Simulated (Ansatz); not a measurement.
Starting cell, HfC (rock salt):

```
HfC
1.0
    0.00000     2.30362     2.30362
    2.30362     0.00000     2.30362
    2.30362     2.30362     0.00000
C Hf
1 1
Direct
  0.00000   0.00000   0.00000
  0.50000   0.50000   0.50000
```

Scan: atom 2 (Hf, nearest neighbour C at 2.304 Å; its periodic images, 3.3 Å or more away, move with it) is displaced along Cartesian z, direction (0.000, 0.000, 1.000) in Cartesian axes, by s. The other atoms stay.

All values below come from PBEsol (plane waves to 420 eV, PAW, scalar-relativistic; Ansatz, a program for electronic structure). k mesh 14×14×14 (Γ-centred), Fermi-Dirac smearing 0.05 eV. Left out: 4 of 11 points, with atoms too close for the PAW data. With partly filled bands, energies and forces of such displacements shift with the k mesh and the smearing. F∥ is the force on the atom along that direction. HfC is run without spin polarisation. HfC was relaxed with its symmetry unable to fall. Spin-orbit coupling is left out, though Hf is heavy. 

| s (Å) | F∥ (eV/Å) |
|---|---|
| -0.414 | 6.268 |
| -0.276 | 3.093 |
| -0.138 | 1.169 |
| 0.000 | 0.000 |
| 0.138 | -1.169 |
| 0.276 | -3.093 |
| 0.414 | -6.268 |

### Question
What is the force constant k = d²E/ds² of this move at s = 0?

### Answer
7.56 eV/Å². The forces along the line at the two nearest points give (1.169 − (-1.169)) / (2·0.138) = 8.47 eV/Å²; the next pair corrects for the finite step.

### Question
With two atoms in the cell this is the zone-centre optical mode. What wavenumber follows?

### Answer
427 cm⁻¹. Reduced mass μ = 11.25 u; ν̃ = 521.5·√(k/μ) with k = 7.56 eV/Å².

(For displaced atoms, the force is minus the slope of the energy, and its curvature is a force constant, which sets phonon frequencies.)
